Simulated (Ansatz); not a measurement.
Level: r2SCAN, no spin polarisation; 500 eV; 6×6×6 Γ-centred mesh; fermi-dirac occupations (width 0.0487 eV); Ansatz 0.2.0, fixed geometry.

Computed maps in the lattice plane spanned by a (left to right, 7.18 Å, 22 points from zero) and b (bottom to top, 7.18 Å, 22 points from zero), 114° apart, at height 0.500 along c. The fields are smooth PAW ones with compensation charges, not the true ones near nuclei.

Valence density. Digits on a logarithmic scale: 0 up to 0.03 e/Å³, each further digit a factor of 1.6, 9 from 1.3 e/Å³ up:
```
2111234444322110011222
3222457765421000123444
5334699996421001345665
6446999997420013567887
6569999997420135789998
6579999995311246899998
6579999964211357999997
5569999642112468999986
4456776432112468999875
3345555432112457887654
2345666653212356666543
3456788754211234555543
4578999864211234677654
5689999864211246999965
6799999753112469999975
6899998642113599999975
6899987531024799999965
6788765310024799999644
5566543100124699996433
3444321000124567754222
2222110011223444432111
1111112222222222211111
```

ELF. Ten even steps from '0' (0.01) to '9' (1.00):
```
1000022221000000000222
4201233332100000035666
6312344433210001477777
6312455543210015776666
6323567543210047665456
6224576543200377631146
5224555432000576519146
3123443221002676411356
1122222110002676544565
0011223332002676666652
0013566664101466665310
0256666676200233322110
1565445676200011222221
3653114676200122344321
5641915675000234555422
6641136773002345675422
6654566740012345765323
6666677510012345554213
6777774100012334443213
4666530000001233332102
1222000000000122220000
0000001110000011100000
```

Q: The cell is TlHgI2. Which atoms lie within 0.2 Å of this plane, and where (fractions of a and b)?

A: I at (0.18, 0.32), I at (0.82, 0.68), Hg at (0.25, 0.75), Hg at (0.75, 0.25). The whole cell:
```
CELL_PARAMETERS angstrom
-4.25506 4.25506 3.90812
4.25506 -4.25506 3.90812
4.25506 4.25506 -3.90812
ATOMIC_POSITIONS crystal
I 0.68200 0.18200 0.86400
I 0.18200 0.31800 0.50000
I 0.31800 0.81800 0.13600
I 0.81800 0.68200 0.50000
Tl 0.25000 0.25000 0.00000
Tl 0.75000 0.75000 0.00000
Hg 0.25000 0.75000 0.50000
Hg 0.75000 0.25000 0.50000
```

Origin: a known structure type with other elements, at an estimated volume, so it need not be a known compound.
